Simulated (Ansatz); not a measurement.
# La2S3O12 — S-33 NMR of the central transition

Cell: a computed structure from the Materials Project (it need not be an observed phase), taken as it stands.

Space group R-3c:H (No. 167); a = 9.6842, c = 24.6058 Å, γ = 120.00°.

| site | Wyckoff | site symmetry | x | y | z |
| --- | --- | --- | --- | --- | --- |
| La | 12c | 3. | 0.0000 | 0.0000 | 0.8551 |
| S | 18e | .2 | 0.6255 | 0.6667 | 0.4167 |
| O11 | 36f | 1 | 0.5490 | 0.6905 | 0.4654 |
| O23 | 36f | 1 | 0.3569 | 0.4757 | 0.5757 |

One atom of each set is listed; the run and its k-mesh use a cell of 34 atoms with edges of 9.93, 9.93, 9.93 Å.

The numbers come from a DFT calculation in Ansatz (PBE, plane waves and PAW, scalar-relativistic, 420 eV cutoff, Γ-centred 3×3×3 k-points, Fermi–Dirac smearing 0.02 eV).

S-33 has I = 3/2 and Q = -69.40 mb (Pyykkö 2018); at 16.4 T its Larmor frequency is ν₀ = 53.7 MHz. Only the quadrupole interaction is simulated: positions count from each site's isotropic chemical shift, and J coupling is left out, as are shift anisotropy and dipolar coupling, which fast spinning averages.

Q: Simulate the second-order pattern (fast magic-angle spinning, Gaussian broadening 0.02 kHz) of site S (4 O at 1.48–1.49 Å).

A: The calculation gives C_Q = -0.713 MHz and η = 0.05, so ν_Q = 0.356 MHz and the centre of gravity lies at -4.42 ppm (-0.237 kHz).

```tsv
offset (kHz)	height
-0.6185	0
-0.6037	0
-0.5890	3
-0.5742	5
-0.5594	5
-0.5446	6
-0.5299	6
-0.5151	6
-0.5003	6
-0.4855	6
-0.4708	6
-0.4560	6
-0.4412	6
-0.4264	7
-0.4117	7
-0.3969	9
-0.3821	32
-0.3673	79
-0.3525	77
-0.3378	57
-0.3230	48
-0.3082	44
-0.2934	42
-0.2787	40
-0.2639	39
-0.2491	39
-0.2343	39
-0.2196	39
-0.2048	40
-0.1900	41
-0.1752	43
-0.1605	46
-0.1457	51
-0.1309	57
-0.1161	71
-0.1014	100
-0.0866	95
-0.0718	33
-0.0570	2
-0.0423	0
```

Hardware: 1 thread of Arm Neoverse V1 (aarch64; 8 cores open to the job, memory cap 2.5 GiB, no GPU), a shared host with a load of 0.9 a core. Wall time 92 s, CPU time 92 s, peak memory 1.3 GiB.
